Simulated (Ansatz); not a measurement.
Input, command and steps of an Ansatz relaxation.

```yaml
crystal:
  lattice:
    - [3.2231019793, 0.0, 0.0]
    - [-1.6115509896, 2.791288193, 0.0]
    - [0.0, 0.0, 3.5699233666]
  atoms:
    - { symbol: Hf, position: [0.0, 0.0, 0.0] }
    - { symbol: B, position: [0.3333333333, 0.6666666667, 0.5] }
    - { symbol: B, position: [0.6666666667, 0.3333333333, 0.5] }
basis:
  ecutwfc: 420
kpoints:
  mp_grid: { grid: [18, 18, 12] }
hamiltonian:
  xc: pbesol
scf:
  occupations: { method: gaussian, width: 0.1 }
output:
  forces: true
  stress: true
  eigenvalues: true
relax:
  adjacent_minimum: "off"
  f_tol: 0.01
  max_steps: 30
  cell: { stress_tol: 0.1, fix: [volume] }
```

```bash
ansatz run input.yaml --threads 1 --pin off --max-ram 2560MiB --backend cpu --events-out ev --progress --plain --runs-dir out
```

The calculation used Ansatz, DFT PBEsol, scalar-relativistic, plane waves, PAW.

The volume is held at 1.1 times that of the relaxed cell.

Of 4 frames 3 are shown, positions in Å and forces in eV/Å; the SCF threshold varies from step to step. Steps run on the plane waves of an earlier cell, with a Pulay correction in the pressure. The basis is chosen afresh for the last frame, the zero of the energies, and at times for earlier ones too; energy and pressure step there, also at an unchanged geometry.

```xyz
3
Lattice="3.2231 0.0000 0.0000 -1.6116 2.7913 0.0000 0.0000 0.0000 3.5699" Properties=species:S:1:pos:R:3:forces:R:3 pbc="T T T" step=1 free_energy_over_end_meV_per_atom=0.10 pressure_GPa=-20.71
Hf    0.0000    0.0000    0.0000    0.0000    0.0000    0.0000
B     0.0000    1.8609    1.7850    0.0000    0.0000    0.0000
B     1.6116    0.9304    1.7850    0.0000    0.0000    0.0000
3
Lattice="3.2173 0.0000 0.0000 -1.6087 2.7863 0.0000 0.0000 0.0000 3.5828" Properties=species:S:1:pos:R:3:forces:R:3 pbc="T T T" step=2 free_energy_over_end_meV_per_atom=0.02 pressure_GPa=-20.60
Hf    0.0000    0.0000    0.0000    0.0000    0.0000    0.0000
B     0.0000    1.8575    1.7914    0.0000    0.0000    0.0000
B     1.6087    0.9288    1.7914    0.0000    0.0000    0.0000
3
Lattice="3.2191 0.0000 0.0000 -1.6095 2.7878 0.0000 0.0000 0.0000 3.5789" Properties=species:S:1:pos:R:3:forces:R:3 pbc="T T T" step=4 free_energy_over_end_meV_per_atom=0.00 pressure_GPa=-20.63
Hf    0.0000    0.0000    0.0000    0.0000    0.0000    0.0000
B     0.0000    1.8585    1.7895    0.0000    0.0000    0.0000
B     1.6095    0.9293    1.7895    0.0000    0.0000    0.0000
```

It took 88 s on 1 thread of Intel(R) Xeon(R) Processor @ 2.50GHz (Skylake/Cascade Lake) (shared host), peak memory 0.47 GiB.

Spin–orbit coupling is left out, which can shift energies with elements as heavy as these.